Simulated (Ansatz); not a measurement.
Si3N4:
Space group Fd-3m, origin choice 1 (No. 227); a = b = c = 7.7893 Å, α = β = γ = 90.00°

```csv
atom,site,symmetry,x,y,z
Si,16c,.-3m,0.1250,0.1250,0.1250
Si,8b,-43m,0.5000,0.5000,0.5000
N,32e,.3m,0.3675,0.3675,0.3675
```
(The calculation used a cell of 14 atoms; values per cell refer to that cell.)

Relaxed with PBE. Independent-particle spectrum: no excitons, no local fields, no scissors shift; 0.1 eV broadening; ε₁ of the summed bands alone.

Tabulate the dielectric function from plane-wave PAW PBE (Ansatz code).



| E (eV) | ε₁ xx | ε₂ xx |
|---|---|---|
| 0.0 | 5.28 | 0.00 |
| 0.3 | 5.29 | 0.00 |
| 0.6 | 5.30 | 0.00 |
| 0.9 | 5.32 | 0.00 |
| 1.2 | 5.35 | 0.00 |
| 1.5 | 5.40 | 0.00 |
| 1.8 | 5.45 | 0.00 |
| 2.1 | 5.52 | 0.00 |
| 2.4 | 5.60 | 0.00 |
| 2.7 | 5.69 | 0.00 |
| 3.0 | 5.80 | 0.00 |
| 3.3 | 5.94 | 0.00 |
| 3.6 | 6.12 | 0.01 |
| 3.9 | 6.32 | 0.03 |
| 4.2 | 6.55 | 0.07 |
| 4.5 | 6.81 | 0.12 |
| 4.8 | 7.14 | 0.19 |
| 5.1 | 7.54 | 0.33 |
| 5.4 | 8.00 | 0.52 |
| 5.7 | 8.69 | 0.87 |
| 6.0 | 9.10 | 1.55 |
| 6.3 | 9.50 | 2.19 |
| 6.6 | 9.91 | 3.12 |
| 6.9 | 10.27 | 4.32 |
| 7.2 | 9.58 | 5.75 |
| 7.5 | 8.85 | 6.54 |
| 7.8 | 8.08 | 6.43 |
| 8.1 | 8.44 | 6.87 |
| 8.4 | 8.40 | 8.26 |
| 8.7 | 7.28 | 9.38 |
| 9.0 | 5.71 | 10.67 |
| 9.3 | 4.62 | 10.06 |
| 9.6 | 4.05 | 10.61 |
| 9.9 | 2.10 | 11.61 |
| 10.2 | -0.15 | 9.37 |
| 10.5 | -0.04 | 8.53 |
| 10.8 | 0.14 | 7.67 |
| 11.1 | 0.33 | 7.83 |
| 11.4 | 0.00 | 7.85 |
| 11.7 | -1.12 | 8.18 |
| 12.0 | -1.47 | 6.93 |

From ε at 4.8 eV (xx: 7.14 + 0.19i), find n, k, the normal reflectivity and the absorption coefficient.

n = 2.67, k = 0.036, R = 21 %, α = 2kE/ħc = 18000 cm⁻¹.

With all bands, ε∞ without local fields is 5.46. DFPT, with local fields, gives 5.31.

The cell was relaxed with PBE under the symmetry of its start.

Potentials: the later of the program's two PAW sets.
